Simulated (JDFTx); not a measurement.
Mo(100) slab cut from bulk Mo (space group Im-3m, indices of the conventional cell, lattice of the Materials Project entry mp-129, not re-optimised): 6 atoms in 6 planes, a 1x1 cell of 10.03 Å² (|a| = 3.168, |b| = 3.168 Å), 7.5 Å between the outermost planes, cell height 23.9 Å, 8×8×1 k mesh, Fermi smearing 0.01 Ha, no spin polarisation.

Profiles through the double layer of this slab, charged, in CANDLE, acetonitrile, 1 M KCl; PBE, GBRV ultrasoft potentials, plane waves to 20/100 Ha, a modified build of JDFTx. z is the height above the outermost atoms, φ the plane-averaged electrostatic potential energy of an electron (zero in the bulk liquid), ρ_b the bound charge of solvent and ions, s the cavity shape function (0 in the solid, 1 in the liquid).

```
z (Å)  n (e/Å³)     s  φ (eV)  ρ_b (10⁻³ e/Å³)
-----  --------  ----  ------  ---------------
1.01     0.1198  0.00  -3.487            -0.02
1.46     0.0333  0.00  -1.735            -1.19
1.92     0.0105  0.01  -0.629            -7.13
2.37     0.0033  0.07  -0.232            -4.19
2.83     0.0010  0.19  -0.131            -0.51
3.28     0.0003  0.33  -0.087            -0.16
3.74     0.0001  0.46  -0.063            -0.14
4.19     0.0000  0.60  -0.046            -0.11
4.65     0.0000  0.74  -0.035            -0.08
5.10     0.0000  0.87  -0.028            -0.06
5.56     0.0000  0.97  -0.022            -0.03
6.02     0.0000  1.00  -0.018            -0.02
6.47     0.0000  1.00  -0.014            -0.02
6.93     0.0000  1.00  -0.012            -0.01
7.38     0.0000  1.00  -0.009            -0.01
7.84     0.0000  1.00  -0.008            -0.01
```

Task: Is the electrode positively or negatively charged, and roughly by how much?

Result: Positively: σ = 10.0 μC/cm² per face. The liquid's bound charge is of the opposite sign overall, and far from the surface φ decays with the screening length (2.1 Å).
